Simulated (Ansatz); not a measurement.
Al2O3:
```cif
data_Al12O18
_chemical_formula_sum 'Al12 O18'
_space_group_name_H-M_alt 'R-3c :H'
_space_group_IT_number 167
_space_group_name_Hall '-R 3 2"c'
_cell_length_a 4.77334
_cell_length_b 4.77334
_cell_length_c 13.01258
_cell_angle_alpha 90.000
_cell_angle_beta 90.000
_cell_angle_gamma 120.000
loop_
_atom_site_label
_atom_site_type_symbol
_atom_site_symmetry_multiplicity
_atom_site_Wyckoff_symbol
_atom_site_fract_x
_atom_site_fract_y
_atom_site_fract_z
_atom_site_occupancy
Al1 Al 12 c 0.00000 0.00000 0.14794 1
O1 O 18 e 0.30583 0.30583 0.25000 1
```
(The calculation used a cell of 10 atoms; values per cell refer to that cell.)

Relaxed with PBEsol. Plane-wave PAW PBEsol (Ansatz code) gives a gap of 6.04 eV.

**Question.** What gap does HSE06 give on the same cell (Ansatz, PAW)?

**Answer.** 8.00 eV, 1.96 eV more. The hybrid was solved on a coarser mesh and at special points; the gap given is the minimum over both.

```
k   v1 PBEsol  c1 PBEsol    v1 HSE06    c1 HSE06
--  ---------  ---------  ----------  ----------
Γ        0.00       6.04        0.00        8.00
T       -0.37       8.48  (withheld)  (withheld)
L       -0.27       9.26       -0.32       11.37
F       -0.25       9.42  (withheld)  (withheld)
S0      -0.27       9.35  (withheld)  (withheld)
H0      -0.50       9.53  (withheld)  (withheld)
```

**Question.** Top valence (v1) and lowest conduction level (c1) in eV from each method's valence maximum (which need not be a listed point): supply the withheld HSE06 values.

**Answer.** 
- H0, v1 HSE06: -0.58
- H0, c1 HSE06: 11.64
- F, v1 HSE06: -0.31
- F, c1 HSE06: 11.47
- S0, v1 HSE06: -0.34
- S0, c1 HSE06: 11.46
- T, v1 HSE06: -0.42
- T, c1 HSE06: 10.55

Cost on shared cores: the PBEsol run (SCF on a 7×7×7 mesh, then bands and DOS) very roughly 70 core-seconds, the HSE06 run (SCF on 4×4×4, then a few points) about 6 core-minutes (a rough figure); the tasks are unlike.

The PBEsol relaxation kept the symmetry of its start.

Potentials: the earlier of the program's two PAW sets. The files were generated under PBE; for other functionals the program regenerates the frozen cores, and for LDA and PBEsol the local potential too.
